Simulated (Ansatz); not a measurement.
**Ta: stationary points along a deformation path**

Level of theory: Ansatz, DFT PBEsol, scalar-relativistic, plane waves, PAW. The runs took a 420 eV cutoff, a Γ-centred 22×22×22 mesh and Gaussian smearing (0.15 eV). Spin–orbit coupling is left out, which can shift energies with elements as heavy as these. No spin polarisation. Energies are free energies at this smearing, counted from the undisturbed cell; pressure is positive in compression.

Zero of the scan (as given, not relaxed at this level; it stands at -3.8 GPa):

```
Ta
1.0
    -1.65128    1.65128    1.65128
     1.65128   -1.65128    1.65128
     1.65128    1.65128   -1.65128
Ta
1
Direct
  0.00000 0.00000 0.00000
```

At fixed volume and fractional coordinates, lengths along (0.000, 0.000, 1.000) are scaled against those across it; ρ is that ratio over its starting value. V = 18.010 Å³/atom. Δσ is the stress along the axis less the mean stress across it (compression positive).

```csv
ρ,ΔE (meV/atom),Δσ (GPa),space group
0.650,577.6,39.12,I4/mmm
0.707,405.5,22.32,I4/mmm
0.780,206.6,27.01,I4/mmm
0.850,80.1,12.90,I4/mmm
0.920,25.1,6.85,I4/mmm
0.960,6.4,4.23,I4/mmm
1.000,0.0,0.00,Im-3m
1.050,9.2,-5.10,I4/mmm
1.100,35.6,-9.81,I4/mmm
1.200,121.5,-15.80,I4/mmm
1.300,216.6,-14.13,I4/mmm
1.414,263.6,-0.03,Fm-3m
1.500,244.2,8.06,I4/mmm
```

Task: How does the stress give the slope of the energy, and where is the energy stationary?

Result: Along the path d ln(length) is 2/3 d ln ρ on the axis and −1/3 d ln ρ across it, so dE/d ln ρ = −(2/3) V Δσ: the energy falls with ρ where Δσ is positive. Δσ vanishes or changes sign at ρ = 1.000 (Im-3m), a minimum at 0.0 meV/atom; at ρ = 1.414 (Fm-3m), a maximum at 263.6 meV/atom. Pairs of stationary points between two samples would go unseen, and could change a minimum read from distant neighbours into a maximum. At ρ = 1.000, 1.414 the cell is cubic, where symmetry alone makes the stress isotropic and the slope zero.

Task: Which shear constant sets the curvature at ρ = 1?

Result: For a cubic crystal E/V = (2/3) C (ln ρ)² with C = C′ = (C11 − C12)/2, so Δσ = −2C ln ρ. The parabola of Δσ against ln ρ through ρ = 0.960, 1 and 1.050 gives C ≈ 52 GPa with the ions clamped, rough because the steps are large. It is the stress–strain coefficient at this cell's pressure of -3.8 GPa, not the zero-pressure constant.

Task: Integrate that slope from ρ = 1 to 1.200 by the trapezoid rule.

Result: With V/N in Å³ and 1 eV/Å³ = 160.2 GPa the slopes at ρ = 1.000, 1.050, 1.100, 1.200 are 0, 382, 735, 1184 meV/atom per unit of ln ρ. The steps add 9.3 + 26.0 + 83.5 = 118.8 meV/atom, against 121.5 from the energies; the trapezoid rule misses the curvature of the slope within each step.

In a metal these slopes depend on the k mesh and the smearing.